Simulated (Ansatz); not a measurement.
A relaxed cell of Zr4Ti2H is given with its symmetry left out. The cell was found from a structure generator's guess, not taken from experiment.

The calculation used DFT PBE, scalar-relativistic, plane waves, PAW (Ansatz). Cutoff 420 eV, Γ-centred mesh, Gaussian smearing, no spin polarisation.

```
CELL_PARAMETERS angstrom
3.12899 0.00000 0.00000
-1.56449 2.70978 0.00000
0.00000 0.00000 15.25869
ATOMIC_POSITIONS crystal
Zr 0.33333 0.66667 0.59185
Zr 0.66667 0.33333 0.91050
Zr 0.33333 0.66667 0.08950
Zr 0.66667 0.33333 0.40815
Ti 0.00000 0.00000 0.75177
Ti 0.00000 0.00000 0.24823
H 0.00000 0.00000 0.50000
```

Energies over the elements count from the elements' standard structures at the same level (H₂ as a molecule), with no fitted energy shifts.

**Question.** Find its symmetry and describe it.

**Answer.** P-3m1 (No. 164). Conventional cell: a = 3.129 Å, c = 15.259 Å. Zr on its first site is surrounded by 3 H at 2.29 Å, 3 Ti at 3.04 Å, 6 Zr at 3.13 Å and 3 Zr at 3.33 Å; Zr on its second site has 3 Ti at 3.02 Å and 9 Zr at 3.13–3.27 Å; around Ti lie 6 Zr at 3.02–3.04 Å and 6 Ti at 3.13 Å; H is surrounded by 6 Zr at 2.29 Å.

**Question.** How far does it lie from the elements in energy?

**Answer.** −0.02 eV/atom. The formation energy is too near zero to say whether this cell lies below the elements.

**Question.** Is it a metal?

**Answer.** Yes, bands cross the Fermi level on the 12×12×4 mesh.

**Question.** From what recipe could a structure generator have reached it?

**Answer.** One such recipe: close-packed metal layers stacked ABAB, next cell at A, with sites between them filled layer by layer (P-3m1, No. 164). Other recipes can lead to the same cell.

The last run used a 12×12×4 mesh (in the run's order of axes) for its 7-atom cell and Gaussian smearing of 0.10 eV. The k mesh leaves some 4 meV/atom of noise in the energy of each metallic cell. With hydrogen, zero-point motion can shift formation energies by some tens of meV/atom. A structure relaxed within its symmetry needn't be a true minimum.
